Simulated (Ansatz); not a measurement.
## Property card for Ti₄Ru

The calculation used DFT PBE, scalar-relativistic, plane waves, PAW (Ansatz).

Settings: cutoff 420 eV, Γ-centred mesh 12×12×10 on the computed 5-atom cell, Gaussian smearing of 0.10 eV; no spin polarisation.

The structure is relaxed at this level of theory with its symmetry kept, and needn't be the ground state of this composition.

```
Ti Ru
1.0
     5.41002    0.00000    0.00000
    -2.70501    4.68521    0.00000
     0.00000    0.00000    4.31780
Ti Ru
4 1
Direct
  0.00000 0.00000 0.50000
  0.50000 0.00000 0.50000
  0.00000 0.50000 0.50000
  0.50000 0.50000 0.50000
  0.00000 0.00000 0.00000
```

| Property | Result |
| --- | --- |
| Space group | P6/mmm (No. 191) |
| Volume per atom | 21.89 Å³ |
| Formation energy from the elements' standard states (uncorrected) | +1.057 eV/atom |
| Kohn–Sham band gap | none (metal) |
| Density of states at the Fermi level | 8.8 states/eV per cell |
| Orbital (Löwdin) character within 0.5 eV of the Fermi level | Ti 3d 73 %, Ru 4d 17 % |
| Bader charge by site (e) | Ti (1 in the cell) 0.13, Ti (3 in the cell) 0.36, Ru (1 in the cell) -1.21 |

Spin polarisation was left out, and a magnetic state may lie lower.

Another cell of Ti4Ru relaxed alike, in Fmmm, lies 1.18 eV/atom lower, so this cell isn't the stable form at this level.

The cell was found from a structure generator's guess, not taken from experiment. Löwdin shares on free-atom orbitals overweight diffuse shells.
